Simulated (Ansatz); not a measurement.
TiO₂ (rutile)

```
CELL_PARAMETERS angstrom
      4.64353     0.00000     0.00000
      0.00000     4.64353     0.00000
      0.00000     0.00000     2.96370
ATOMIC_POSITIONS crystal
  Ti 0.00000 0.00000 0.00000
  Ti 0.50000 0.50000 0.50000
  O  0.30512 0.30512 0.00000
  O  0.80512 0.19488 0.50000
  O  0.19488 0.80512 0.50000
  O  0.69488 0.69488 0.00000
```

The relaxed cell is deformed in two ways at once: its volume V is scaled, and at that volume it is stretched along z (the c axis of the conventional cell) so that c/a changes. Fractional atomic positions are held.

Calculation: PBE (plane waves to 420 eV, PAW, scalar-relativistic; Ansatz, a first-principles code). k mesh 7×7×11 (Γ-centred), Fermi-Dirac smearing 0.05 eV. Compression counts positive. As the atoms are clamped, bonds stretch with the cell, which overstates energies and stresses. The PAW data are Ansatz's earlier set. TiO2 is run without spin polarisation. TiO2 was relaxed with its symmetry unable to fall.

Changes of σzz − σxx (GPa) from the point V/V₀ = 1.000, (c/a)/(c/a)₀ = 1.000 when one coordinate moves alone (two changes are said to add if the coupling is within 5 % of the smaller one, nearly so within 20 %):

| point | change |
|---|---|
| V/V₀ = 1.000, (c/a)/(c/a)₀ = 0.960 | 11.34 |
| V/V₀ = 1.000, (c/a)/(c/a)₀ = 0.980 | 5.43 |
| V/V₀ = 0.920, (c/a)/(c/a)₀ = 1.000 | 6.41 |
| V/V₀ = 0.960, (c/a)/(c/a)₀ = 1.000 | 2.87 |
| V/V₀ = 1.040, (c/a)/(c/a)₀ = 1.000 | -2.32 |
| V/V₀ = 1.080, (c/a)/(c/a)₀ = 1.000 | -4.19 |
| V/V₀ = 1.000, (c/a)/(c/a)₀ = 1.020 | -4.98 |
| V/V₀ = 1.000, (c/a)/(c/a)₀ = 1.040 | -9.54 |

Q: Do the two effects add at V/V₀ = 1.040, (c/a)/(c/a)₀ = 1.040? Give the computed change.

A: The sum of the single changes is -2.32 + (-9.54) = -11.86; the calculation gives -10.87, so the coupling contributes 0.99 (over 20 % of the smaller single change, not additive).

Q: What is the change at V/V₀ = 1.080, (c/a)/(c/a)₀ = 0.960, where both move, and how far is it from the sum?

A: The sum of the single changes is -4.19 + (11.34) = 7.15; the calculation gives 5.15, so the coupling contributes -2.00 (over 20 % of the smaller single change, not additive).

(A scan under strain: stresses follow from slopes of the energy per volume, elastic moduli from its curvatures.)
